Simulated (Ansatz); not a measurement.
Kick test of a cell of Cd2HgO3

The cell was found from a structure generator's guess, not taken from experiment.

All numbers below come from DFT PBE, scalar-relativistic, plane waves, PAW (Ansatz 0.2.0). Settings: cutoff 420 eV, Γ-centred mesh 12×12×6 on the computed 6-atom cell, Gaussian smearing of 0.10 eV; no spin polarisation.

The cell below (6 atoms, space group P-3m1 (No. 164)) is relaxed within its symmetry.

```cif
data_structure
_symmetry_space_group_name_H-M 'P 1'
_symmetry_Int_Tables_number 1
_cell_length_a 3.4041
_cell_length_b 3.4041
_cell_length_c 8.3737
_cell_angle_alpha 90.000
_cell_angle_beta 90.000
_cell_angle_gamma 120.000
_cell_volume 84.04
loop_
_atom_site_label
_atom_site_type_symbol
_atom_site_fract_x
_atom_site_fract_y
_atom_site_fract_z
_atom_site_occupancy
Cd1 Cd 0.33333 0.66667 0.66299 1
Cd2 Cd 0.66667 0.33333 0.33701 1
Hg1 Hg 0.00000 0.00000 0.00000 1
O1 O 0.66667 0.33333 0.82178 1
O2 O 0.00000 0.00000 0.50000 1
O3 O 0.33333 0.66667 0.17822 1
```

For the test a repeat of it with 12 atoms (edges 3.40, 5.90, 8.37 Å) was strained at random (σ = 1.5 % a component), the atoms were moved at random (σ = 0.05 Å), and all was relaxed again on a coarse 6×4×4 mesh (in the run’s order of axes) with 0.20 eV smearing, with no symmetry imposed.

Spin–orbit coupling, which can matter for Hg, is left out.

Q: Is the structure stable against such a distortion?

A: It doesn't return. The energy falls by 88 meV/atom on that mesh, the volume changes by 12.6 %, and the end has space group C2/m (No. 12) at a loose tolerance. Relaxed again on a 12×12×4 mesh with 0.10 eV smearing, the new structure lies 89 meV/atom below the first (mesh in the axes of the run's cell; the cell below is made exact in the group named). Space group C2/m (No. 12), monoclinic, a = 6.036 Å, b = 3.483 Å, c = 9.234 Å, β = 102.9°. Around Cd lie 6 O at 2.32–2.42 Å; around Hg lie 2 O at 1.99 Å; O on a site of symmetry m has 1 Hg at 1.99 Å and 3 Cd at 2.32–2.33 Å; around O on a site of symmetry 2/m lie 6 Cd at 2.42 Å.

```xyz
6
Lattice="3.0178 -1.7415 0.0000 3.0178 1.7415 0.0000 -2.0620 0.0000 9.0012" Properties=species:S:1:pos:R:3 pbc="T T T"
Cd    1.0051    0.0000    1.3398
Cd    2.9684    0.0000    7.6613
Hg   -1.0310    0.0000    4.5006
O     5.0299    0.0000    2.5058
O     3.0178    0.0000    0.0000
O    -1.0564    0.0000    6.4954
```
